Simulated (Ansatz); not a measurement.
Kick test of a cell of SnGe2

The cell was found from a structure generator's guess, not taken from experiment.

All numbers below come from Ansatz 0.2.0, DFT PBE, scalar-relativistic, plane waves, PAW. Cutoff 420 eV; k points 12×12×4 on the computed 6-atom cell (Γ-centred); Gaussian smearing, width 0.10 eV; no spin polarisation.

The cell below (6 atoms, space group P-3m1 (No. 164)) is relaxed within its symmetry.

```
Sn Ge
1.0
     4.29271    0.00000    0.00000
    -2.14636    3.71760    0.00000
     0.00000    0.00000   10.54839
Sn Ge
2 4
Direct
  0.66667 0.33333 0.20805
  0.33333 0.66667 0.79195
  0.33333 0.66667 0.53640
  0.00000 0.00000 0.88210
  0.66667 0.33333 0.46360
  0.00000 0.00000 0.11790
```

For the test a repeat of it with 12 atoms (edges 4.29, 7.44, 10.55 Å) was strained at random (σ = 1.5 % a component), the atoms were moved at random (σ = 0.15 Å), and all was relaxed again on a coarse 6×4×2 mesh (in the run’s order of axes) with 0.20 eV smearing, with no symmetry imposed.

**Question.** Does it come back?

**Answer.** It returns, within 1 meV/atom of the unmoved cell on that mesh and with the same symmetry when read at 0.1 Å (P2_1/c at 0.01 Å, so small strains and shifts remain). So it is stable against the distortions that fit this cell and that this random move excites. Modes that don't fit the cell aren't tested.
